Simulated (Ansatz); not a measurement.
CaZrN$_{2}$:
```
CELL_PARAMETERS angstrom
      1.65504     0.95554     5.59650
     -1.65504     0.95554     5.59650
      0.00000    -1.91108     5.59650
ATOMIC_POSITIONS crystal
  Ca 0.00000 0.00000 0.00000
  Zr 0.50000 0.50000 0.50000
  N  0.23827 0.23827 0.23827
  N  0.76173 0.76173 0.76173
```

r²SCAN in the plane-wave PAW code Ansatz gives a gap of 0.83 eV without spin–orbit coupling, maximum at Γ, minimum at F.

Problem. What happens when spin–orbit coupling is switched on?

Solution. The gap falls by 0.02 eV, to 0.81 eV; maximum at Γ, minimum at F.

Problem. Give the electron effective mass with spin–orbit coupling.

Solution. 0.21, 0.22, 1.4 mₑ (principal values).

Problem. Give the hole effective mass with spin–orbit coupling.

Solution. 0.33, 0.33, 0.83 mₑ (principal values).

Space group R-3m. The workflow started from a Materials Project entry (that database holds measured and hypothetical structures alike); the Crystallography Open Database copy checked does not list it. Whether it is the stable phase at ambient conditions was not checked. The r²SCAN relaxation kept the symmetry of its start; whether a distortion lowers the energy is not shown. The run is not spin-polarised.

Potentials: the later of the program's two PAW sets.
